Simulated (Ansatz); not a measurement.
## Clamped-ion strain scan in K

Level of theory: DFT PBEsol, scalar-relativistic, plane waves, PAW (Ansatz 0.2.0). Settings: plane waves to 420 eV, k-mesh 14×14×14 (Γ-centred), Gaussian smearing 0.15 eV. No spin polarisation. Energies are free energies at this smearing, counted from the undisturbed cell; pressure is positive in compression.

The starting cell (as given, not relaxed at this level; it stands at 0.0 GPa):

```yaml
crystal:
  lattice:
    - [-2.61800, 2.61800, 2.61800]
    - [2.61800, -2.61800, 2.61800]
    - [2.61800, 2.61800, -2.61800]
  atoms:
    - { symbol: K, position: [0.00000, 0.00000, 0.00000] }
```

The cell is strained by ε times the Voigt pattern (0, 0, 0, 0, 0, 1) (xx, yy, zz, yz, xz, xy; engineering shear) with fractional coordinates fixed. The cell is metallic on the mesh throughout.

```csv
ε,ΔE (meV/atom),"stress summed along the pattern (GPa, tension positive)"
-0.0400,1.0,-0.11
-0.0200,0.2,-0.06
0.0000,0.0,0.00
0.0050,0.0,0.01
0.0100,0.1,0.03
0.0150,0.1,0.04
0.0250,0.4,0.07
0.0300,0.6,0.08
0.0350,0.8,0.10
```

By symmetry 0.0400 repeats -0.0400, -0.0300 repeats 0.0300, 0.0200 repeats -0.0200, -0.0100 repeats 0.0100 in energy, with the opposite slope along the path.